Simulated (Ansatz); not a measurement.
Relaxed In$_{2}$Si$_{2}$O$_{7}$ (space group C2/m):

```
CELL_PARAMETERS angstrom
      3.28273    -4.27851     0.00000
      3.28273     4.27851     0.00000
     -1.01619     0.00000     4.57490
ATOMIC_POSITIONS crystal
  In 0.30705 0.69295 0.00000
  In 0.69295 0.30705 0.00000
  Si 0.22283 0.22283 0.41060
  Si 0.77717 0.77717 0.58940
  O  0.92086 0.60611 0.78081
  O  0.07914 0.39389 0.21919
  O  0.39389 0.07914 0.21919
  O  0.60611 0.92086 0.78081
  O  0.00000 0.00000 0.50000
  O  0.60697 0.60697 0.28170
  O  0.39303 0.39303 0.71830
```

The atoms are displaced by Q × the pattern below (from a DFPT mode at Γ, largest move 1; Q in Å), at fixed cell.

```
atom       x       y       z
----  ------  ------  ------
In1   -0.237   0.000  -0.395
In2   -0.237   0.000  -0.395
Si3    0.671   0.000   0.153
Si4    0.671   0.000   0.153
O5     0.242   0.522   0.818
O6     0.242   0.522   0.818
O7     0.242  -0.522   0.818
O8     0.242  -0.522   0.818
O9     0.628   0.000   0.504
O10   -0.275   0.000   0.676
O11   -0.275   0.000   0.676
```

These are LDA (plane waves to 420 eV, PAW, scalar-relativistic; Ansatz, a program for electronic structure) values and carry that method's errors. k mesh 5×5×6 (Γ-centred), Fermi-Dirac smearing 0.05 eV. The energy includes the smearing's −TS. In2Si2O7 was relaxed with its symmetry unable to fall. ΔE is measured from the undisplaced structure.

```tsv
Q (Å)	ΔE (eV/cell)	−dE/dQ from forces (eV/Å)
-0.100	0.2115	4.224
-0.083	0.1469	3.523
-0.067	0.0941	2.821
-0.050	0.0529	2.117
-0.033	0.0235	1.411
-0.017	0.0059	0.706
0.000	0.0000	0.000
0.017	0.0059	-0.706
0.033	0.0235	-1.411
0.050	0.0529	-2.117
0.067	0.0941	-2.821
0.083	0.1469	-3.523
0.100	0.2115	-4.224
```

Key numbers:

The energy at Q = 0.100 Å is 211.5 meV/cell. Space group of the distorted cell: Cm (No. 8), lowered from C2/m. Symmetry of the curve: even: the same for both signs. Shape of the curve: a single well with its minimum at or next to zero displacement. Harmonic wavenumber from the curvature (finite differences): 263 cm⁻¹. Wavenumber by perturbation theory (DFPT, on another k mesh): 263 cm⁻¹.

The 13 points together took around 6 core-minutes (rough).

(For displaced atoms, the force is minus the slope of the energy, and its curvature is a force constant, which sets phonon frequencies.)
